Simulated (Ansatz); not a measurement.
C:
```
C
1.0
    6.09132     0.00000     0.00000
    0.00000     6.09132     0.00000
    0.00000     0.00000     6.09132
C
24
Direct
  0.58666   0.75000   0.91334
  0.58666   0.91334   0.75000
  0.75000   0.58666   0.91334
  0.75000   0.91334   0.58666
  0.91334   0.58666   0.75000
  0.91334   0.75000   0.58666
  0.08666   0.25000   0.58666
  0.08666   0.41334   0.75000
  0.25000   0.08666   0.58666
  0.25000   0.41334   0.91334
  0.41334   0.08666   0.75000
  0.41334   0.25000   0.91334
  0.08666   0.58666   0.25000
  0.08666   0.75000   0.41334
  0.25000   0.58666   0.08666
  0.25000   0.91334   0.41334
  0.41334   0.75000   0.08666
  0.41334   0.91334   0.25000
  0.58666   0.08666   0.25000
  0.58666   0.25000   0.08666
  0.75000   0.08666   0.41334
  0.75000   0.41334   0.08666
  0.91334   0.25000   0.41334
  0.91334   0.41334   0.25000
```

Relaxed with PBE. Special points in fractions of this cell's reciprocal vectors: Γ (0.000, 0.000, 0.000); X (0.000, 0.500, 0.000); M (0.500, 0.500, 0.000); R (0.500, 0.500, 0.500).

### Question
List the band energies nearest the valence-band maximum at these points for PBE in the plane-wave PAW code Ansatz.

### Answer
In eV from the valence-band maximum; about four levels below and three above (degenerate sets whole), none deeper than 8.9 eV; points with the same levels are listed once.

| k | below | above |
|---|---|---|
| Γ | -0.41 -0.41 0.00 0.00 0.00 | 3.45 3.45 3.45 |
| X | -1.03 -1.03 -0.54 -0.54 | 3.69 3.69 3.72 3.72 |
| M | -1.02 -1.02 -0.55 -0.55 | 2.91 2.91 3.30 3.30 |
| R | -0.87 -0.87 -0.87 -0.60 -0.60 -0.60 | 2.86 2.86 3.09 3.09 3.09 |

Space group Pn-3m. The start of the workflow was typed in or built on a structure type; neither database checked (COD, Materials Project) lists it. It is not the phase usual at ambient conditions (space group No. 194, 227). The PBE relaxation kept the symmetry of its start; whether a distortion lowers the energy is not shown.

Potentials: the later of the program's two PAW sets.
